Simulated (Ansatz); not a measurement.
A geometry of Ga away from equilibrium: step 2 of the relaxation of a generated trial cell of Ga in the trigonal-Se structure type. Level of theory: r2SCAN (plane waves to 500 eV, PAW, scalar-relativistic; Ansatz, a program for electronic structure). Γ-centred k-mesh 9×9×7 on the run's cell (coarser than for final values), Fermi–Dirac smearing 0.05 eV. The plane waves were selected for a different cell earlier on the path.

```
Ga
1.0
    4.04322     0.00000     0.00000
   -2.02161     3.50153     0.00000
    0.00000     0.00000     4.80320
Ga
3
Direct
  0.25729   0.00000   0.83333
  0.00000   0.25729   0.16667
  0.74271   0.74271   0.50000
```

What forces act on the atoms (eV/Å)?


```json
[
 {"atom": "Ga1", "Fx": "1.52", "Fy": "0.00", "Fz": "0.00"},
 {"atom": "Ga2", "Fx": "-0.76", "Fy": "1.32", "Fz": "0.00"},
 {"atom": "Ga3", "Fx": "-0.76", "Fy": "-1.32", "Fz": "0.00"}
]
```

The path ends in R-3m (No. 166). No spin polarisation in the result.

The run could not lose the symmetry of its start: the end is stationary, and may be a saddle point rather than a minimum.

The end of the path is a generated cell of Ga: the first start was made by placing the elements on the sites of a structure type, and the end was not matched to a known phase here, so it may be hypothetical. Known forms of Ga include space group No. 64.
